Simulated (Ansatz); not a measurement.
Relaxed-ion elastic tensor of NaCl (rock salt, Fm-3m) in GPa (Voigt order), PBEsol in the plane-wave PAW code Ansatz; density 2.21 g/cm³, 21.97 Å³ per atom.

```
54.8  11.4  11.4   0.0   0.0   0.0
11.4  54.8  11.4   0.0   0.0   0.0
11.4  11.4  54.8   0.0   0.0   0.0
 0.0   0.0   0.0  12.1   0.0   0.0
 0.0   0.0   0.0   0.0  12.1   0.0
 0.0   0.0   0.0   0.0   0.0  12.1
```

Is the crystal mechanically stable?

Yes: the smallest eigenvalue of C is 12.1 GPa.

Work out the Voigt, Reuss and Hill averages.

K_V = 25.9, K_R = 25.9, K_H = 25.9; G_V = 15.9, G_R = 14.7, G_H = 15.3 GPa.

Give Young's modulus, Poisson's ratio, Pugh's ratio and the universal anisotropy index.

E = 9KG/(3K + G) = 38.3 GPa; ν = 0.25; K/G = 1.69 (near the Pugh limit of 1.75, no verdict); A_U = 5G_V/G_R + K_V/K_R − 6 = 0.42.

Estimate the sound speeds and the Debye temperature.

v_l = √((K + 4G/3)/ρ) = 4580 m/s, v_t = √(G/ρ) = 2630 m/s, mean 2920 m/s; Θ = (h/k)(3n/4πV)^(1/3) v_m = 311 K.

Give the Zener ratio and Young's modulus along [100], [110] and [111].

A = 2C44/(C11 − C12) = 0.56; 1/E = S11 − 2(S11 − S12 − S44/2)Γ with Γ = 0, 1/4, 1/3 gives 50.8, 34.6, 31.3 GPa.

Solve the Christoffel equation for the three sound speeds along [100], [110], [111].

Eigenvalues of C_ijkl n_j n_l equal ρv². In km/s, slowest first: [100] 2.34, 2.34, 4.98; [110] 2.34, 3.13, 4.52; [111] 2.89, 2.89, 4.36.

The PBEsol relaxation kept the symmetry of its start.

Potentials: the earlier of the program's two PAW sets. The files were generated under PBE; for other functionals the program regenerates the frozen cores, and for LDA and PBEsol the local potential too.
